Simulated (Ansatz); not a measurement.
SrMoO₄:
```xyz
12
Lattice="-2.6911 2.6911 5.9497 2.6911 -2.6911 5.9497 2.6911 2.6911 -5.9497" Properties=species:S:1:pos:R:3 pbc="T T T"
Sr     0.0000     0.0000     0.0000
Sr     0.0000     2.6911     2.9748
Mo     0.0000     0.0000     5.9497
Mo     2.6911     0.0000     2.9748
O      1.4152    -0.7519     1.9962
O      3.4431     1.4152    -0.9786
O      3.9671     0.7519     1.9962
O     -0.7519     1.2760     4.9710
O      1.2760     0.7519     6.9283
O      1.9392     1.2760     3.9535
O      1.4152     1.9392     0.9786
O      3.4431    -1.2760     3.9535
```

PBEsol in the plane-wave PAW code Ansatz gives a gap of 3.72 eV without spin–orbit coupling, maximum at Γ, minimum at Γ.

What happens when spin–orbit coupling is switched on?

The gap drops by 0.01 eV, to 3.71 eV; maximum at Γ, minimum at Γ.

Give the electron effective mass with spin–orbit coupling.

1.8, 1.8, 6.7 mₑ (principal values).

Give the hole effective mass with spin–orbit coupling.

1.8, 1.8, 7.6 mₑ (principal values).

Space group I4_1/a. The first step of the workflow began from a Materials Project structure, measured or hypothetical; the Crystallography Open Database files this formula in space group No. 88, but the cells were not matched. Whether it is the stable phase at ambient conditions was not checked. The cell was relaxed with PBEsol under the symmetry of its start; its stability against distortions is not shown here. No spin polarisation was allowed. No Hubbard U is applied.

Potentials: the later of the program's two PAW sets.
